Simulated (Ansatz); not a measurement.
Field gradients of FeNi₃ from run to run

Cell of run 1: an entry of the Crystallography Open Database (COD), taken as it stands.

```
CELL_PARAMETERS angstrom
3.54500 0.00000 0.00000
0.00000 3.54500 0.00000
0.00000 0.00000 3.54500
ATOMIC_POSITIONS crystal
Fe 0.00000 0.00000 0.00000
Ni 0.00000 0.50000 0.50000
Ni 0.50000 0.00000 0.50000
Ni 0.50000 0.50000 0.00000
```

Atom numbers follow the list; atoms alike are taken as one site, whose name carries the number of the first.

Relaxed positions (PBE, cell held):

```
CELL_PARAMETERS angstrom
3.54500 0.00000 0.00000
0.00000 3.54500 0.00000
0.00000 0.00000 3.54500
ATOMIC_POSITIONS crystal
Fe 0.00000 0.00000 0.00000
Ni 0.00000 0.50000 0.50000
Ni 0.50000 0.00000 0.50000
Ni 0.50000 0.50000 0.00000
```

All runs are DFT with Ansatz 0.2.0 (plane waves and PAW, scalar-relativistic unless spin–orbit coupling is named, Γ-centred meshes, Fermi–Dirac smearing where given) in this cell. Start moments of run 1 as typed (μB): 3 on each Fe, 1.5 on each Ni. Antiparallel start moments (μB): 3 -1.5 1.5 1.5 by atom.

Run 1: PBE, parallel start moments, atoms as given; 420 eV, 9×9×9 k-points, smearing 0.05 eV.
Run 2: r2SCAN, parallel start moments, at the relaxed atoms; 500 eV, 9×9×9 k-points, smearing 0.05 eV.
Run 3: PBE, antiparallel start moments, at the relaxed atoms; 420 eV, 9×9×9 k-points, smearing 0.05 eV.

```tsv
run	Ni V_zz (η)	absolute moment (μB)
1	-0.10 (0.00)	5.3
2	?	?
3	-0.10 (0.00)	5.3
```

V_zz in 10²¹ V/m²; 1 of the 2 sets of like atoms are followed.

(1) Estimate the row of run 2.

Answers

(1) Ni: 0.95 (0.00); absolute moment (μB): 6.2. It lies nearest to run 3, from whose tensors on these sites it differs by 1.05 at most (largest principal value of the difference, on Ni). Taken one at a time, the functional (r2SCAN with its higher cutoff) moves the tensors on these sites by up to 1.05 (largest principal value of the change, on Ni), the magnetic start by 0.00.

With these PAW files V_zz is typically within 2 to 3 % of all-electron values, but misses above 10 % occur on Ni. The magnetic order is the one that the run reached from its start moments, not necessarily the measured one. In run 2 the program didn't check the stability of the electronic state in full, so a lower one may lie near. In runs 1, 2, 3 there is no gap above 0.1 eV, so the gradients can move by 10 % or more with the k-mesh. The cell isn't the equilibrium one in run 2 (calculated pressure -5 GPa), and the entry's cell may itself be off. Run 3: The run lost part of its start moments, as the program notes; a state with other moments may lie lower.
